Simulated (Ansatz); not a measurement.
KZnF₃:
```yaml
crystal:
  lattice:
    - [4.04634, 0.00000, 0.00000]
    - [0.00000, 4.04634, 0.00000]
    - [0.00000, 0.00000, 4.04634]
  atoms:
    - { symbol: K, position: [0.00000, 0.00000, 0.00000] }
    - { symbol: Zn, position: [0.50000, 0.50000, 0.50000] }
    - { symbol: F, position: [0.50000, 0.50000, 0.00000] }
    - { symbol: F, position: [0.00000, 0.50000, 0.50000] }
    - { symbol: F, position: [0.50000, 0.00000, 0.50000] }
```

Cartesian axes are those of the cell as given.

Task: Give the high-frequency dielectric tensor and the Born effective charge tensors of the independent atoms from DFPT, r²SCAN in the plane-wave PAW code Ansatz.

Result: 
ε∞:
```
2.27  0.00  0.00
0.00  2.27  0.00
0.00  0.00  2.27
```
Z* of atom 1 (K), rows: field, columns: displacement, in e:
```
1.18  0.00  0.00
0.00  1.18  0.00
0.00  0.00  1.18
```
Z* of atom 2 (Zn), rows: field, columns: displacement, in e:
```
2.30  0.00  0.00
0.00  2.30  0.00
0.00  0.00  2.30
```
Z* of atom 3 (F), rows: field, columns: displacement, in e:
```
-0.90   0.00   0.00
 0.00  -0.90   0.00
 0.00   0.00  -1.69
```

Static charges for comparison (Bader): K1 +0.90, Zn2 +1.52, F3 -0.80 e. Born charges measure polarisation by displacement and can exceed these by far.

Space group Pm-3m (cubic perovskite). The r²SCAN relaxation kept the symmetry of its start; phonons on a q-mesh show no instability.

Potentials: the later of the program's two PAW sets.
